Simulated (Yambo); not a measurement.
CsHF$_{2}$ (space group I4/mcm, No. 140): one transition space (4×4×4 mesh, 14 valence and 9 conduction bands, Tamm-Dancoff) with different kernels in Yambo, on PBEsol orbitals; field along x. BSE alone uses the static screening with 78 bands and a 3 Ry block; its scissor and those of RPA and TDDFT come from G0W0, that of the TDHF-type run from bare exchange. Axes are Cartesian, with cell vectors (Å) (-3.06, 3.06, 3.89), (3.06, -3.06, 3.89), (3.06, 3.06, -3.89).

| kernel | scissor (eV) | direct gap with it (eV) | lowest state (eV) | rough cost |
|---|---|---|---|---|
| BSE (screened electron-hole attraction) | 3.51 | 10.08 | 8.71 (dark) | 1 (with the screening) |
| TDHF-type (unscreened attraction, exchange-only scissor) | 11.43 | 17.99 | 13.80 (dark) | about 1/2 |

Costs are rough.

These are vertical excitations (zero momentum). Spin singlets only. Strong means a line over 3 % of the spectrum's maximum, dark under 0.03 %. Absolute energies carry the error of the G0W0 scissor, whose convergence isn't established; the long-wavelength screening was taken along (1,1,1) although the crystal is anisotropic. On a 2×2×2 mesh the BSE binding is 1.86 eV, so it isn't converged.

Geometry of the Materials Project entry, not relaxed at this level; primitive cell a = b = c = 5.8142 Å, α = β = 116.57°, γ = 96.04°.

The structure is a Materials Project entry; no match was found in the copy of COD used, and its stability was not checked.
